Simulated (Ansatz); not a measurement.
ReW (CsCl type, Pm-3m) at seven volumes, PBEsol (plane waves, PAW; program Ansatz), scaled uniformly. One row is withheld.

| V (Å³/atom) | P (GPa) |
|---|---|
| 13.795 | 40.74 |
| 14.250 | 24.97 |
| 14.705 | 11.49 |
| 15.159 | 0.00 |
| 15.614 | ? |
| 16.069 | -18.18 |
| 16.524 | -25.28 |

Q: Fit the shown pressures and predict the withheld one.

A: Third-order Birch–Murnaghan: P = (3/2)B₀(x^(7/2) − x^(5/2))[1 + (3/4)(B′ − 4)(x − 1)] with x = (V₀/V)^(2/3). Least squares on the six rows gives V₀ = 15.160 Å³/atom, B₀ = 352.9 GPa, B′ = 4.28. At V = 15.614, x = 0.9805 and P = -9.78 GPa. The run itself gave -9.82 GPa.

A made-up cell: these elements were put on the sites of a structure type; neither database checked (COD, Materials Project) lists it. Whether it is the stable phase at ambient conditions was not checked. Symmetry was held in the PBEsol relaxation; its stability against distortions is not shown here. The run is not spin-polarised. Scalar-relativistic: spin–orbit coupling is off unless named, which matters more the heavier the elements.

Potentials: the later of the program's two PAW sets.
